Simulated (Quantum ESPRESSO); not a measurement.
# Sn3Hf2MoAlAg: input and log of a self-consistent run

A calculation, not a measurement. The program is pw.x of Quantum ESPRESSO 7.5 (plane-wave density functional theory). The cell is made up: eight metal atoms on a face-centred cubic lattice, with elements, volume, strain and displacements drawn at random and not relaxed, so it may be unstable or far from any real phase. PseudoDojo standard norm-conserving files set the functional (PBE unless stated); there is no spin polarisation or spin-orbit coupling, the Fermi-Dirac width of 0.25 eV means electrons at about 2900 K, and the masses in the input are unused placeholders. The tin pseudopotential is less sure than most, with forces differing by about three percent from a second method on plain tin. Heavy elements are run without spin-orbit coupling, which real alloys of them have. A spin test at this wide smearing found no moment, but such smearing suppresses magnetism that the real alloy may have.

Input:

```
&control calculation='scf', pseudo_dir='./dojo.nc.sr.pbe.v0_5.standard.upf', outdir='./o', disk_io='minimal', tprnfor=.true., tstress=.true. /
&system ibrav=0, nat=8, ntyp=5, nbnd=63, ecutwfc=82.02448710, nosym=.true., tot_charge=0,
 occupations='smearing', smearing='fd', degauss=0.0183746611
/
&electrons conv_thr=1.470e-08, electron_maxstep=70, mixing_beta=0.5 /
ATOMIC_SPECIES
Ag 1.0 Ag.upf
Al 1.0 Al.upf
Hf 1.0 Hf.upf
Mo 1.0 Mo.upf
Sn 1.0 Sn.upf
CELL_PARAMETERS angstrom
2.2244 4.4487 2.2244
2.2244 -4.4487 2.2244
4.4487 0.0 -4.4487
ATOMIC_POSITIONS angstrom
Sn 0.0486 -0.0276 -0.0275
Hf 2.2113 -0.0284 -2.2557
Sn 2.1963 -2.2086 0.2245
Mo 4.591 -2.1927 -2.3379
Al 2.2224 2.2092 0.0093
Hf 4.4266 2.4701 -2.2678
Ag 2.2096 0.0854 2.1915
Sn 4.483 -0.0357 -0.0487
K_POINTS automatic
5 5 4 1 1 1
```

The log is shortened where brackets say so; the opening notice, blank lines, dates and the lines on written files are dropped, and the path of the files is cut. It prints rydbergs, bohrs and kilobars, and counts compression as positive stress. Its total energy is the free energy E - TS of the whole cell.

```
     Program PWSCF v.7.5
     Parallel version (MPI & OpenMP), running on       4 processor cores
     Number of MPI processes:                 4
     Threads/MPI process:                     1
     [start-up lines left out]
     bravais-lattice index     =            0
     lattice parameter (alat)  =      10.2963  a.u.
     unit-cell volume          =    1188.3263 (a.u.)^3
     number of atoms/cell      =            8
     number of atomic types    =            5
     number of electrons       =       102.00
     number of Kohn-Sham states=           63
     kinetic-energy cutoff     =      82.0245  Ry
     charge density cutoff     =     328.0979  Ry
     scf convergence threshold =      1.5E-08
     mixing beta               =       0.5000
     number of iterations used =            8  plain     mixing
     Exchange-correlation= PBE
                           (   1   4   3   4   0   0   0)
     [axes and pseudopotential details left out]
   Cartesian axes
     site n.     atom                  positions (alat units)
         1        Sn     tau(   1) = (   0.0089198  -0.0050656  -0.0050472  )
         2        Hf     tau(   2) = (   0.4058501  -0.0052124  -0.4139990  )
         3        Sn     tau(   3) = (   0.4030971  -0.4053546   0.0412035  )
         4        Mo     tau(   4) = (   0.8426074  -0.4024364  -0.4290856  )
         5        Al     tau(   5) = (   0.4078873   0.4054647   0.0017069  )
         6        Hf     tau(   6) = (   0.8124343   0.4533489  -0.4162198  )
         7        Ag     tau(   7) = (   0.4055381   0.0156739   0.4022161  )
         8        Sn     tau(   8) = (   0.8227857  -0.0065522  -0.0089381  )
     number of k points=    50  Fermi-Dirac smearing, width (Ry)=  0.0184
                       cart. coord. in units 2pi/alat
        k(    1) = (   0.1990198   0.0000000   0.0459255), wk =   0.0400000
        k(    2) = (   0.3521140   0.0000000  -0.1071687), wk =   0.0400000
     [further k points left out]
     Dense  grid:   119483 G-vectors     FFT dimensions: (  60,  60,  72)
     Estimated max dynamical RAM per process >     397.47 MB
     Estimated total dynamical RAM >       1.47 GB
     Initial potential from superposition of free atoms
     starting charge     101.9873, renormalised to     102.0000
     Starting wfcs are   71 randomized atomic wfcs
     total cpu time spent up to now is       12.0 secs
     per-process dynamical memory:   305.6 Mb
     Self-consistent Calculation
     iteration #  1     ecut=    82.02 Ry     beta= 0.50
     Davidson diagonalization with overlap
     ethr =  1.00E-02,  avg # of iterations =  2.4
     Threshold (ethr) on eigenvalues was too large:
     Diagonalizing with lowered threshold
     Davidson diagonalization with overlap
     ethr =  8.68E-04,  avg # of iterations =  2.1
     total cpu time spent up to now is       57.6 secs
     total energy              =   -1153.21492893 Ry
     estimated scf accuracy    <       0.93303707 Ry
     iteration #  2     ecut=    82.02 Ry     beta= 0.50
     Davidson diagonalization with overlap
     ethr =  9.15E-04,  avg # of iterations =  4.0
     total cpu time spent up to now is       92.4 secs
     total energy              =   -1152.92247608 Ry
     estimated scf accuracy    <       8.37222702 Ry
     iteration #  3     ecut=    82.02 Ry     beta= 0.50
     Davidson diagonalization with overlap
     ethr =  9.15E-04,  avg # of iterations =  2.6
     total cpu time spent up to now is      119.2 secs
     total energy              =   -1153.59502011 Ry
     estimated scf accuracy    <       0.79890696 Ry
     iteration #  4     ecut=    82.02 Ry     beta= 0.50
     Davidson diagonalization with overlap
     ethr =  7.83E-04,  avg # of iterations =  2.0
     total cpu time spent up to now is      139.1 secs
     total energy              =   -1153.67287115 Ry
     estimated scf accuracy    <       0.03071762 Ry
     iteration #  5     ecut=    82.02 Ry     beta= 0.50
     Davidson diagonalization with overlap
     ethr =  3.01E-05,  avg # of iterations =  8.6
     total cpu time spent up to now is      170.9 secs
     total energy              =   -1153.68038035 Ry
     estimated scf accuracy    <       0.00793710 Ry
     [iterations 6 to 8 left out]
     iteration #  9     ecut=    82.02 Ry     beta= 0.50
     Davidson diagonalization with overlap
     ethr =  2.48E-07,  avg # of iterations =  2.0
     total cpu time spent up to now is      266.0 secs
     total energy              =   -1153.68144412 Ry
     estimated scf accuracy    <       0.00002128 Ry
     iteration # 10     ecut=    82.02 Ry     beta= 0.50
     Davidson diagonalization with overlap
     ethr =  2.09E-08,  avg # of iterations =  2.1
     total cpu time spent up to now is      289.6 secs
     total energy              =   -1153.68144672 Ry
     estimated scf accuracy    <       0.00000121 Ry
     iteration # 11     ecut=    82.02 Ry     beta= 0.50
     Davidson diagonalization with overlap
     ethr =  1.19E-09,  avg # of iterations =  5.2
     total cpu time spent up to now is      311.8 secs
     total energy              =   -1153.68144695 Ry
     estimated scf accuracy    <       0.00000024 Ry
     iteration # 12     ecut=    82.02 Ry     beta= 0.50
     Davidson diagonalization with overlap
     ethr =  2.39E-10,  avg # of iterations =  2.1
     total cpu time spent up to now is      335.1 secs
     total energy              =   -1153.68144699 Ry
     estimated scf accuracy    <       0.00000002 Ry
     iteration # 13     ecut=    82.02 Ry     beta= 0.50
     Davidson diagonalization with overlap
     ethr =  1.94E-11,  avg # of iterations =  3.4
     total cpu time spent up to now is      359.0 secs
     End of self-consistent calculation
     [lines on levels left out]
!    total energy              =   -1153.68144699 Ry
     estimated scf accuracy    <          8.8E-09 Ry
     smearing contrib. (-TS)   =      -0.09871618 Ry
     internal energy E=F+TS    =   -1153.58273081 Ry
     The total energy is F=E-TS. E is the sum of the following terms:
     one-electron contribution =    -427.19139045 Ry
     hartree contribution      =     267.05200558 Ry
     xc contribution           =    -258.20563865 Ry
     ewald contribution        =    -735.23770728 Ry
     convergence has been achieved in  13 iterations
     Forces acting on atoms (cartesian axes, Ry/au):
     atom    1 type  5   force =    -0.02130460    0.00701299    0.03057889
     atom    2 type  3   force =     0.01822775    0.02052254    0.00850048
     atom    3 type  5   force =     0.01287139   -0.00157014   -0.03271456
     atom    4 type  4   force =    -0.03232320    0.00023065    0.03742045
     atom    5 type  2   force =     0.01548681   -0.00272068   -0.00091593
     atom    6 type  3   force =     0.00402713   -0.06005988   -0.00542876
     atom    7 type  1   force =    -0.00179792    0.00773194   -0.00673314
     atom    8 type  5   force =     0.00481263    0.02885259   -0.03070742
     Total force =     0.108422     Total SCF correction =     0.000356
     Computing stress (Cartesian axis) and pressure
          total   stress  (Ry/bohr**3)                   (kbar)     P=      -42.91
  -0.00028333   0.00003037   0.00002967          -41.68        4.47        4.36
   0.00003037  -0.00022240   0.00001099            4.47      -32.72        1.62
   0.00002967   0.00001099  -0.00036932            4.36        1.62      -54.33
     init_run     :     11.30s CPU     11.74s WALL (       1 calls)
     electrons    :    345.63s CPU    347.09s WALL (       1 calls)
     forces       :      3.42s CPU      3.44s WALL (       1 calls)
     stress       :     12.14s CPU     12.44s WALL (       1 calls)
     [timing details left out]
     PWSCF        :   6m12.79s CPU   6m15.06s WALL
     JOB DONE.
```

In other units: free energy -15696.636 eV for the cell, pressure -4.29 GPa, largest force component 1.544 eV/Å in size. The run took 377 s of wall time with four MPI processes on a shared machine (Intel Xeon, 2023 or later, virtual cores), so the time is rough. A rerun of this cell at a higher cutoff and on a denser mesh moved values by no more than 0.006 eV in energy, 0.04 GPa in stress and 0.009 eV/Å in force, and a second program with other atomic files agreed on that cell to 2 % rms in force and 0.5 GPa in pressure.